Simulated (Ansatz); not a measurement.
Pd (hcp (Mg type), P6_3/mmc) under volume change, DFT-r²SCAN in the program Ansatz with PAW potentials, shape and atoms relaxed at each volume.

```tsv
V (Å³/atom)	E − E(relaxed) (meV/atom)	P (GPa)
13.681	84.5	22.14
14.132	35.0	13.29
14.583	8.2	6.00
15.034	0.0	0.00
15.485	7.2	-4.92
15.936	26.9	-8.95
16.387	56.8	-12.24
```

What does a third-order Birch–Murnaghan fit give for V₀, B₀ and B′?

V₀ = 15.03 Å³/atom, B₀ = 181 GPa, B′ = 5.6.

The workflow started from a Materials Project entry (that database holds measured and hypothetical structures alike); the Crystallography Open Database copy checked does not list it. It is not the phase usual at ambient conditions (space group No. 225). The r²SCAN relaxation kept the symmetry of its start; whether a distortion lowers the energy is not shown. The final state is ferromagnetic, the only order run, not a proven ground state. Other orbital occupations within this spin state were not tried.

Potentials: the later of the program's two PAW sets.
